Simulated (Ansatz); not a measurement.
Input:

MgAlNO:
Space group P3m1 (No. 156); a = 3.1798 Å, b = 3.1798 Å, c = 5.0831 Å, α = 90.00°, β = 90.00°, γ = 120.00°

```
atom  site  symmetry       x       y       z
----  ----  --------  ------  ------  ------
Al      1b       3m.  0.3333  0.6667  0.5027
Mg      1c       3m.  0.6667  0.3333  0.0066
O       1b       3m.  0.3333  0.6667  0.1413
N       1c       3m.  0.6667  0.3333  0.5994
```

This is the PBEsol-relaxed structure.

Problem. All from the program Ansatz at the PBEsol level (PAW), unless another level is named. Give the Born charges (a third of the trace).

Solution. Al +2.46, Mg +1.93, O -2.01, N -2.38 e.

Problem. Next, the electronic dielectric constant ε∞ (DFPT)?

Solution. 3.88 (xx = yy), 3.77 (zz).

Problem. Give the static dielectric constant ε0 (ions relaxed, cell fixed).

Solution. 7.17 (xx = yy), 7.97 (zz).

The start of the workflow was typed in or built on a structure type; neither database checked (COD, Materials Project) lists it. Whether it is the stable phase at ambient conditions was not checked. The PBEsol relaxation kept the symmetry of its start; its stability against distortions is not shown here. The volume moved by -22 % from the start of the relaxation.

Potentials: the earlier of the program's two PAW sets. The files were generated under PBE; for other functionals the program regenerates the frozen cores, and for LDA and PBEsol the local potential too.
